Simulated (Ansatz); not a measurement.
HfPt3:
```xyz
4
Lattice="4.0070 0.0000 0.0000 0.0000 4.0070 0.0000 0.0000 0.0000 4.0070" Properties=species:S:1:pos:R:3 pbc="T T T"
Hf     0.0000     0.0000     0.0000
Pt     2.0035     2.0035     0.0000
Pt     0.0000     2.0035     2.0035
Pt     2.0035     0.0000     2.0035
```

Relaxed with r²SCAN. Special points in fractions of this cell's reciprocal vectors: Γ (0.000, 0.000, 0.000); X (0.000, 0.500, 0.000); M (0.500, 0.500, 0.000); R (0.500, 0.500, 0.500).

Task: List the band energies nearest the Fermi level at these points for the program Ansatz at the r²SCAN with spin–orbit coupling level (PAW).

Result: In eV from the Fermi level; about four levels below and three above (degenerate sets whole), none deeper than 8.9 eV; points with the same levels are listed once.

| k | below | above |
|---|---|---|
| Γ | -0.40 -0.40 -0.40 -0.40 | 1.04 1.04 1.04 1.04 |
| X | -1.76 -1.76 -0.52 -0.52 | 0.32 0.32 0.39 0.39 |
| M | -2.77 -2.77 -2.48 -2.48 | 0.94 0.94 0.97 0.97 |
| R | -0.83 -0.83 -0.83 -0.83 | 1.07 1.07 1.96 1.96 1.96 1.96 |

Space group Pm-3m (Cu3Au type). The first step of the workflow began from a Materials Project structure, measured or hypothetical; the Crystallography Open Database copy checked does not list it. COD files the formula under space group No. 194. Whether it is the stable phase at ambient conditions was not checked. The cell was relaxed with r²SCAN under the symmetry of its start; its stability against distortions is not shown here. No spin polarisation was allowed.

Potentials: the later of the program's two PAW sets.
